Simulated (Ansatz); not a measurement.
Si$_{2}$W:
Space group P6₂22 (No. 180); a = 4.5766 Å, b = 4.5766 Å, c = 6.6037 Å, α = 90.00°, β = 90.00°, γ = 120.00°

```csv
atom,site,symmetry,x,y,z
Si,6j,..2,0.3276,0.1638,0.1667
W,3d,222,0.5000,0.0000,0.5000
```

Relaxed at zero pressure with PBEsol in the plane-wave PAW code Ansatz.

### Question
The volume is raised by 6 % and shape and atoms relax at that volume. What pressure results, and how do the axes share the change?

### Answer
-12.0 GPa; a 2.1 %, b 2.1 %, c 1.7 %; the energy rises by 32 meV/atom.

### Question
Give the new structure.

### Answer

Space group P6₂22 (No. 180); a = b = 4.673 Å, c = 6.715 Å, α = β = 90.00°, γ = 120.00°

| atom | site | symmetry | x | y | z |
|---|---|---|---|---|---|
| Si | 6j | ..2 | 0.3282 | 0.1641 | 0.1667 |
| W | 3d | 222 | 0.5000 | 0.0000 | 0.5000 |

The phase is kept; no other phase was compared at this pressure.

Space group P6_222. The first step of the workflow began from a Materials Project structure, measured or hypothetical; the Crystallography Open Database copy checked does not list it. It is not the phase usual at ambient conditions (space group No. 139). Symmetry was held in the PBEsol relaxation; whether a distortion lowers the energy is not shown. The run is not spin-polarised. Spin–orbit coupling is left out wherever it is not named.

Potentials: the earlier of the program's two PAW sets. The files were generated under PBE; for other functionals the program regenerates the frozen cores, and for LDA and PBEsol the local potential too.
